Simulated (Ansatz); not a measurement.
Input, command and steps of an Ansatz relaxation.

```yaml
crystal:
  lattice:
    - [6.2414869897, 0.0, 0.0]
    - [-3.1207434949, 5.4052862905, 0.0]
    - [0.0, 0.0, 3.6727681735]
  atoms:
    - { symbol: Hf, position: [0.0, 0.5836217622, 0.5] }
    - { symbol: Hf, position: [0.4163782378, 0.4163782378, 0.5] }
    - { symbol: Hf, position: [0.5836217622, 0.0, 0.5] }
    - { symbol: P, position: [0.6666666667, 0.3333333333, 0.0] }
    - { symbol: P, position: [0.3333333333, 0.6666666667, 0.0] }
    - { symbol: P, position: [0.0, 0.0, 0.5] }
    - { symbol: Ru, position: [0.2458134566, 0.0, 0.0] }
    - { symbol: Ru, position: [0.7541865434, 0.7541865434, 0.0] }
    - { symbol: Ru, position: [0.0, 0.2458134566, 0.0] }
basis:
  ecutwfc: 420
kpoints:
  mp_grid: { grid: [6, 6, 10] }
hamiltonian:
  xc: pbesol
scf:
  occupations: { method: gaussian, width: 0.1 }
output:
  forces: true
  stress: true
  eigenvalues: true
relax:
  adjacent_minimum: "off"
  f_tol: 0.01
  max_steps: 30
  cell: { stress_tol: 0.1, fix: [volume] }
```

```bash
ansatz run input.yaml --threads 2 --pin off --max-ram 5120MiB --backend cpu --events-out ev --progress --plain --runs-dir out
```

These are results of DFT PBEsol, scalar-relativistic, plane waves, PAW in Ansatz 0.2.0, not measurements.

The volume is held at 0.94 times that of the relaxed cell.

Of 4 frames 3 are shown, positions in Å and forces in eV/Å; the SCF threshold varies from step to step. Steps run on the plane waves of an earlier cell, with a Pulay correction in the pressure. The basis is chosen afresh for the last frame, the zero of the energies, and at times for earlier ones too; energy and pressure can step there, also at an unchanged geometry. Where two frames share a geometry here, they differ by under 2 meV/atom and 0.3 GPa.

```xyz
9
Lattice="6.2415 0.0000 0.0000 -3.1207 5.4053 0.0000 0.0000 0.0000 3.6728" Properties=species:S:1:pos:R:3:forces:R:3 pbc="T T T" step=1 free_energy_over_end_meV_per_atom=0.03 pressure_GPa=16.96
Hf   -1.8213    3.1546    1.8364    0.0129   -0.0224    0.0000
Hf    1.2994    2.2506    1.8364    0.0129    0.0224    0.0000
Hf    3.6427    0.0000    1.8364   -0.0258    0.0000    0.0000
P     3.1207    1.8018    0.0000    0.0000    0.0000    0.0000
P     0.0000    3.6035    0.0000    0.0000    0.0000    0.0000
P     0.0000    0.0000    1.8364    0.0000    0.0000    0.0000
Ru    1.5342    0.0000    0.0000    0.0591    0.0000    0.0000
Ru    2.3536    4.0766    0.0000   -0.0295   -0.0512    0.0000
Ru   -0.7671    1.3287    0.0000   -0.0295    0.0512    0.0000
9
Lattice="6.2464 0.0000 0.0000 -3.1232 5.4095 0.0000 0.0000 0.0000 3.6670" Properties=species:S:1:pos:R:3:forces:R:3 pbc="T T T" step=2 free_energy_over_end_meV_per_atom=0.03 pressure_GPa=16.92
Hf   -1.8221    3.1559    1.8335   -0.0091    0.0158    0.0000
Hf    1.3011    2.2536    1.8335   -0.0091   -0.0158    0.0000
Hf    3.6441    0.0000    1.8335    0.0182    0.0000    0.0000
P     3.1232    1.8032    0.0000    0.0000    0.0000    0.0000
P     0.0000    3.6064    0.0000    0.0000    0.0000    0.0000
P     0.0000    0.0000    1.8335    0.0000    0.0000    0.0000
Ru    1.5384    0.0000    0.0000   -0.0582    0.0000    0.0000
Ru    2.3540    4.0772    0.0000    0.0291    0.0504    0.0000
Ru   -0.7692    1.3323    0.0000    0.0291   -0.0504    0.0000
9
Lattice="6.2439 0.0000 0.0000 -3.1220 5.4074 0.0000 0.0000 0.0000 3.6699" Properties=species:S:1:pos:R:3:forces:R:3 pbc="T T T" step=4 free_energy_over_end_meV_per_atom=0.00 pressure_GPa=16.94
Hf   -1.8216    3.1550    1.8350   -0.0002    0.0004    0.0000
Hf    1.3004    2.2524    1.8350   -0.0002   -0.0004    0.0000
Hf    3.6431    0.0000    1.8350    0.0004    0.0000    0.0000
P     3.1220    1.8025    0.0000    0.0000    0.0000    0.0000
P     0.0000    3.6049    0.0000    0.0000    0.0000    0.0000
P     0.0000    0.0000    1.8350    0.0000    0.0000    0.0000
Ru    1.5363    0.0000    0.0000   -0.0002    0.0000    0.0000
Ru    2.3538    4.0769    0.0000    0.0001    0.0002    0.0000
Ru   -0.7682    1.3305    0.0000    0.0001   -0.0002    0.0000
```

It took 94 s on 2 threads of Arm Neoverse V2, on a shared host, peak memory 0.65 GiB.

Spin–orbit coupling is left out, which can shift energies with elements as heavy as these.